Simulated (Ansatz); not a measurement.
Below is a relaxed structure of Ta₄S₄Br. The cell was found from a structure generator's guess, not taken from experiment.

All numbers below come from DFT PBE+D3(BJ), scalar-relativistic, plane waves, PAW in Ansatz. Cutoff 420 eV, Γ-centred mesh, Gaussian smearing, no spin polarisation.

```
Ta S Br
1.0
     3.61409    0.00000    0.00000
    -1.80704    3.12989    0.00000
     0.00000    0.00000   14.73292
Ta S Br
4 4 1
Direct
  0.00000 0.00000 0.81371
  0.00000 0.00000 0.18629
  0.33333 0.66667 0.34546
  0.66667 0.33333 0.65454
  0.33333 0.66667 0.71571
  0.66667 0.33333 0.90760
  0.33333 0.66667 0.09240
  0.66667 0.33333 0.28429
  0.00000 0.00000 0.50000
```

Formation energies are uncorrected and refer to the elements' standard structures at the same level. The references include crystalline Br.

Task: Find its symmetry and describe it.

Result: P-3m1 (No. 164). Conventional cell: a = 3.614 Å, c = 14.733 Å. Ta on its first site has 6 S at 2.50–2.54 Å; Ta on its second site is surrounded by 3 S at 2.27 Å and 3 Br at 3.09 Å; S on its first site has 3 Ta at 2.27 Å and 3 Ta at 2.54 Å; around Br lie 6 Ta at 3.09 Å; 1 more site not described.

Task: How far does it lie from the elements in energy?

Result: −0.46 eV/atom. It lies below the elements, which doesn't yet make it stable against other compounds or structures.

Task: Is it a metal?

Result: Yes, bands cross the Fermi level on the 12×12×4 mesh.

Task: From what recipe could a structure generator have reached it?

Result: One such recipe: close-packed anion layers stacked ABABC, next cell at A, with sites between them filled layer by layer (P-3m1, No. 164). Other recipes can lead to the same cell.

The last run used a 12×12×4 mesh (in the run's order of axes) for its 9-atom cell and Gaussian smearing of 0.10 eV. These runs have no spin–orbit coupling, which can matter for Ta. An odd number of electrons in the primitive cell allows no gap without spin; a larger cell or a magnetic state could open one. A structure relaxed within its symmetry needn't be a true minimum.
